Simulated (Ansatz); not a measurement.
TiB₂ (MoSi2 or CaC2 type, I4/mmm) under volume change, r²SCAN (plane waves, PAW; program Ansatz), shape and atoms relaxed at each volume.

```
V (Å³/atom)  E − E(relaxed) (meV/atom)     P (GPa)
-----------  -------------------------  ----------
9.387                       (withheld)  (withheld)
9.696                             20.2       11.00
10.006                      (withheld)  (withheld)
10.315                             0.0        0.00
10.625                             4.3       -4.39
10.934                            16.6       -8.16
11.243                            35.5      -11.41
```

Question: What belongs in the gaps?

Answer: 
- 9.387, E − E(relaxed) (meV/atom): 47.9
- 9.387, P (GPa): 17.85
- 10.006, E − E(relaxed) (meV/atom): 4.8
- 10.006, P (GPa): 5.09

Question: What does a third-order Birch–Murnaghan fit give for V₀, B₀ and B′?

Answer: V₀ = 10.32 Å³/atom, B₀ = 157 GPa, B′ = 4.0.

A made-up cell: these elements were put on the sites of a structure type; neither database checked (COD, Materials Project) lists it. It is not the phase usual at ambient conditions (space group No. 191). The r²SCAN relaxation kept the symmetry of its start; its stability against distortions is not shown here. No spin polarisation was allowed.

Potentials: the later of the program's two PAW sets.
